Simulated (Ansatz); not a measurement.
These are results of DFT PBE, scalar-relativistic, plane waves, PAW (Ansatz), not measurements. All cells share a 420 eV cutoff and Γ-centred k meshes spaced at most about 0.3 Å⁻¹ (about 0.25 or finer for metals, 2π included). Collinear spin in cells that started with moments and kept them past the coarse steps, no spin elsewhere.

Temperature and zero-point effects are left out. All come from trial cells, and lower structures may exist.

Question: These unrelaxed guesses for TiClF are each relaxed within their symmetry. Order them by the energy at which they end, lowest first.
1.

```cif
data_structure
_symmetry_space_group_name_H-M 'P-6m2'
_symmetry_Int_Tables_number 187
_cell_length_a 3.9601
_cell_length_b 3.9601
_cell_length_c 4.7262
_cell_angle_alpha 90.000
_cell_angle_beta 90.000
_cell_angle_gamma 120.000
_cell_volume 64.19
loop_
_atom_site_label
_atom_site_type_symbol
_atom_site_symmetry_multiplicity
_atom_site_Wyckoff_symbol
_atom_site_fract_x
_atom_site_fract_y
_atom_site_fract_z
_atom_site_occupancy
Ti1 Ti 1 b 0.00000 0.00000 0.50000 1
Cl1 Cl 1 e 0.66667 0.33333 0.00000 1
F1 F 1 d 0.33333 0.66667 0.50000 1
```

2.

```cif
data_structure
_symmetry_space_group_name_H-M 'P6_3mc'
_symmetry_Int_Tables_number 186
_cell_length_a 4.0969
_cell_length_b 4.0969
_cell_length_c 7.9986
_cell_angle_alpha 90.000
_cell_angle_beta 90.000
_cell_angle_gamma 120.000
_cell_volume 116.26
loop_
_atom_site_label
_atom_site_type_symbol
_atom_site_symmetry_multiplicity
_atom_site_Wyckoff_symbol
_atom_site_fract_x
_atom_site_fract_y
_atom_site_fract_z
_atom_site_occupancy
Ti1 Ti 2 b 0.33333 0.66667 0.47109 1
Cl1 Cl 2 a 0.00000 0.00000 0.10234 1
F1 F 2 a 0.00000 0.00000 0.38808 1
```

3.

```cif
data_structure
_symmetry_space_group_name_H-M 'P4/nmm:1'
_symmetry_Int_Tables_number 129
_cell_length_a 3.8817
_cell_length_b 3.8817
_cell_length_c 7.9581
_cell_angle_alpha 90.000
_cell_angle_beta 90.000
_cell_angle_gamma 90.000
_cell_volume 119.91
loop_
_atom_site_label
_atom_site_type_symbol
_atom_site_symmetry_multiplicity
_atom_site_Wyckoff_symbol
_atom_site_fract_x
_atom_site_fract_y
_atom_site_fract_z
_atom_site_occupancy
Ti1 Ti 2 c 0.50000 0.00000 0.94737 1
Cl1 Cl 2 c 0.00000 0.50000 0.66746 1
F1 F 2 c 0.00000 0.50000 0.32606 1
```

4.

```cif
data_structure
_symmetry_space_group_name_H-M 'Cmmm'
_symmetry_Int_Tables_number 65
_cell_length_a 4.0998
_cell_length_b 6.0514
_cell_length_c 4.3933
_cell_angle_alpha 90.000
_cell_angle_beta 90.000
_cell_angle_gamma 90.000
_cell_volume 108.99
loop_
_atom_site_label
_atom_site_type_symbol
_atom_site_symmetry_multiplicity
_atom_site_Wyckoff_symbol
_atom_site_fract_x
_atom_site_fract_y
_atom_site_fract_z
_atom_site_occupancy
Ti1 Ti 2 b 0.50000 0.00000 0.00000 1
Cl1 Cl 2 c 0.50000 0.00000 0.50000 1
F1 F 2 a 0.00000 0.00000 0.00000 1
```

Answer: 2 (ends in P6_3mc, 0 meV/atom), 4 (ends in Cmmm, 0.31 eV/atom), 1 (ends in P-6m2, 0.42 eV/atom), 3 (ends in P4/nmm, 0.55 eV/atom).

No dispersion correction is applied, so the spacing and binding between layers, chains or molecules are poorly described (P6_3mc, Cmmm, P4/nmm), and this can change margins and order among such cells. In such compounds of Ti a zero gap at this level may well be an artefact, since no Hubbard U is applied. Another magnetic order may lie lower. Cells relaxed within their symmetry can be saddle points. Some structure types and database cells were kept out of the candidates from the start, so a known form may be missing.
